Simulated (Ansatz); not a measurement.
Input, command and steps of an Ansatz relaxation.

```yaml
crystal:
  lattice:
    - [7.2955872571, 0.0, 0.0]
    - [-3.6477936285, 6.3181639002, 0.0]
    - [0.0, 0.0, 5.2511145599]
  atoms:
    - { symbol: Ta, position: [0.0, 0.7638355647, 0.25] }
    - { symbol: Ta, position: [0.0, 0.2361644353, 0.75] }
    - { symbol: Ta, position: [0.2361644353, 0.2361644353, 0.25] }
    - { symbol: Ta, position: [0.7638355647, 0.7638355647, 0.75] }
    - { symbol: Ta, position: [0.7638355647, 0.0, 0.25] }
    - { symbol: Ta, position: [0.2361644353, 0.0, 0.75] }
    - { symbol: Ta, position: [0.6666666667, 0.3333333333, 0.0] }
    - { symbol: Ta, position: [0.3333333333, 0.6666666667, 0.0] }
    - { symbol: Ta, position: [0.3333333333, 0.6666666667, 0.5] }
    - { symbol: Ta, position: [0.6666666667, 0.3333333333, 0.5] }
    - { symbol: Si, position: [0.0, 0.4051867913, 0.25] }
    - { symbol: Si, position: [0.0, 0.5948132087, 0.75] }
    - { symbol: Si, position: [0.5948132087, 0.5948132087, 0.25] }
    - { symbol: Si, position: [0.4051867913, 0.4051867913, 0.75] }
    - { symbol: Si, position: [0.4051867913, 0.0, 0.25] }
    - { symbol: Si, position: [0.5948132087, 0.0, 0.75] }
    - { symbol: "N", position: [0.0, 0.0, 0.0] }
    - { symbol: "N", position: [0.0, 0.0, 0.5] }
basis:
  ecutwfc: 500
kpoints:
  mp_grid: { grid: [6, 6, 8] }
hamiltonian:
  xc: r2scan
scf:
  occupations: { method: gaussian, width: 0.1 }
output:
  forces: true
  stress: true
  eigenvalues: true
relax:
  adjacent_minimum: "off"
  f_tol: 0.01
  max_steps: 30
  cell: { stress_tol: 0.1, fix: [volume] }
```

```bash
ansatz run input.yaml --threads 4 --pin off --max-ram 10240MiB --backend cpu --events-out ev --progress --plain --runs-dir out
```

Level of theory: DFT r2SCAN, scalar-relativistic, plane waves, PAW in Ansatz.

The volume is held at 0.94 times that of the relaxed cell.

Of 4 frames 3 are shown, positions in Å and forces in eV/Å; the SCF threshold varies from step to step. Steps run on the plane waves of an earlier cell, with a Pulay correction in the pressure. The basis is chosen afresh for the last frame, the zero of the energies, and at times for earlier ones too; energy and pressure can step there, also at an unchanged geometry. Where two frames share a geometry here, they differ by under 2 meV/atom and 0.3 GPa.

```xyz
18
Lattice="7.2956 0.0000 0.0000 -3.6478 6.3182 0.0000 0.0000 0.0000 5.2511" Properties=species:S:1:pos:R:3:forces:R:3 pbc="T T T" step=1 free_energy_over_end_meV_per_atom=0.36 pressure_GPa=17.22
Ta   -2.7863    4.8260    1.3128    0.1078   -0.1868    0.0000
Ta   -0.8615    1.4921    3.9383   -0.1078    0.1868    0.0000
Ta    0.8615    1.4921    1.3128    0.1078    0.1868    0.0000
Ta    2.7863    4.8260    3.9383   -0.1078   -0.1868    0.0000
Ta    5.5726    0.0000    1.3128   -0.2157    0.0000    0.0000
Ta    1.7230    0.0000    3.9383    0.2157    0.0000    0.0000
Ta    3.6478    2.1061    0.0000    0.0000    0.0000    0.0000
Ta    0.0000    4.2121    0.0000    0.0000    0.0000    0.0000
Ta    0.0000    4.2121    2.6256    0.0000    0.0000    0.0000
Ta    3.6478    2.1061    2.6256    0.0000    0.0000    0.0000
Si   -1.4780    2.5600    1.3128   -0.0051    0.0088    0.0000
Si   -2.1698    3.7581    3.9383    0.0051   -0.0088    0.0000
Si    2.1698    3.7581    1.3128   -0.0051   -0.0088    0.0000
Si    1.4780    2.5600    3.9383    0.0051    0.0088    0.0000
Si    2.9561    0.0000    1.3128    0.0102    0.0000    0.0000
Si    4.3395    0.0000    3.9383   -0.0102    0.0000    0.0000
N     0.0000    0.0000    0.0000    0.0000    0.0000    0.0000
N     0.0000    0.0000    2.6256    0.0000    0.0000    0.0000
18
Lattice="7.3103 0.0000 0.0000 -3.6552 6.3309 0.0000 0.0000 0.0000 5.2299" Properties=species:S:1:pos:R:3:forces:R:3 pbc="T T T" step=2 free_energy_over_end_meV_per_atom=0.13 pressure_GPa=16.79
Ta   -2.7862    4.8258    1.3075   -0.0550    0.0953    0.0000
Ta   -0.8690    1.5051    3.9225    0.0550   -0.0953    0.0000
Ta    0.8690    1.5051    1.3075   -0.0550   -0.0953    0.0000
Ta    2.7862    4.8258    3.9225    0.0550    0.0953    0.0000
Ta    5.5724    0.0000    1.3075    0.1101    0.0000    0.0000
Ta    1.7379    0.0000    3.9225   -0.1101    0.0000    0.0000
Ta    3.6552    2.1103    0.0000    0.0000    0.0000    0.0000
Ta    0.0000    4.2206    0.0000    0.0000    0.0000    0.0000
Ta    0.0000    4.2206    2.6150    0.0000    0.0000    0.0000
Ta    3.6552    2.1103    2.6150    0.0000    0.0000    0.0000
Si   -1.4796    2.5628    1.3075   -0.0107    0.0185    0.0000
Si   -2.1755    3.7681    3.9225    0.0107   -0.0185    0.0000
Si    2.1755    3.7681    1.3075   -0.0107   -0.0185    0.0000
Si    1.4796    2.5628    3.9225    0.0107    0.0185    0.0000
Si    2.9593    0.0000    1.3075    0.0214    0.0000    0.0000
Si    4.3511    0.0000    3.9225   -0.0214    0.0000    0.0000
N     0.0000    0.0000    0.0000    0.0000    0.0000    0.0000
N     0.0000    0.0000    2.6150    0.0000    0.0000    0.0000
18
Lattice="7.3043 0.0000 0.0000 -3.6521 6.3257 0.0000 0.0000 0.0000 5.2386" Properties=species:S:1:pos:R:3:forces:R:3 pbc="T T T" step=4 free_energy_over_end_meV_per_atom=0.00 pressure_GPa=16.94
Ta   -2.7859    4.8253    1.3097   -0.0017    0.0029    0.0000
Ta   -0.8662    1.5004    3.9290    0.0017   -0.0029    0.0000
Ta    0.8662    1.5004    1.3097   -0.0017   -0.0029    0.0000
Ta    2.7859    4.8253    3.9290    0.0017    0.0029    0.0000
Ta    5.5718    0.0000    1.3097    0.0034    0.0000    0.0000
Ta    1.7325    0.0000    3.9290   -0.0034    0.0000    0.0000
Ta    3.6521    2.1086    0.0000    0.0000    0.0000    0.0000
Ta    0.0000    4.2171    0.0000    0.0000    0.0000    0.0000
Ta    0.0000    4.2171    2.6193    0.0000    0.0000    0.0000
Ta    3.6521    2.1086    2.6193    0.0000    0.0000    0.0000
Si   -1.4793    2.5623    1.3097   -0.0002    0.0004    0.0000
Si   -2.1728    3.7634    3.9290    0.0002   -0.0004    0.0000
Si    2.1728    3.7634    1.3097   -0.0002   -0.0004    0.0000
Si    1.4793    2.5623    3.9290    0.0002    0.0004    0.0000
Si    2.9587    0.0000    1.3097    0.0004    0.0000    0.0000
Si    4.3456    0.0000    3.9290   -0.0004    0.0000    0.0000
N     0.0000    0.0000    0.0000    0.0000    0.0000    0.0000
N     0.0000    0.0000    2.6193    0.0000    0.0000    0.0000
```

It took 4 min on 4 threads of Intel(R) Xeon(R) Processor @ 2.50GHz (Skylake/Cascade Lake), with other jobs on the host, peak memory 2 GiB.

Spin–orbit coupling is left out, which can shift energies with elements as heavy as these.